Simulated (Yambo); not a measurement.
How GW settings move the gap: CaI2 monolayer

G0W0@PBEsol for a free-standing CaI2 monolayer (symmetry P-3m1, slab cell 16.5 Å high) in Yambo. Reference settings: 6×6×1 Γ-centred k mesh, 135 bands and a 6 Ry block in the screening, 135 bands in G with the Bruneval-Gonze terminator, plasmon pole fitted at 27.2 eV, slab-truncated Coulomb interaction, stochastic integration of W near q = 0. The PBEsol gap Γ → M on this mesh is 3.75 eV; G0W0 gaps are taken between the same points.

```tsv
change from the reference	G0W0 gap Γ → M (eV)	shift of the valence edge (eV)	rough Yambo cost
reference settings	6.82	-1.47	1
85 bands in W, 85 bands in G	6.81	-1.35	within a factor of two
48 bands in G	6.77	-1.32	–
85 bands in G	6.81	-1.43	–
61 bands in W	6.82	-1.33	within a factor of two
no stochastic integration of W	7.42	-1.78	–
3 Ry block	6.65	-1.28	within a factor of two
pole fitted at 15 eV	6.79	-1.41	–
48 bands in G, no terminator	6.72	-0.80	–
85 bands in G, no terminator	6.84	-1.14	–
```

The reference isn't shown to be the converged limit. Costs are rough (shared machines), scaled to the same edge states, and given only for runs that recompute the screening. Without the stochastic integration, the mesh misses the sharp change of W near q = 0 in a layer: the 0.60 eV of that row are a sampling artefact.

Spin-orbit coupling is left out, which matters for elements this heavy: edges can move by tenths of an eV.

Geometry relaxed with PBEsol; primitive cell a = 4.4357 Å, b = 4.4357 Å, c = 16.5000 Å, α = 90.00°, β = 90.00°, γ = 120.00°.

This is a model layer cut from the bulk structure; whether it is stable on its own was not checked.

A shift is the quasiparticle energy of the state minus its PBEsol energy.
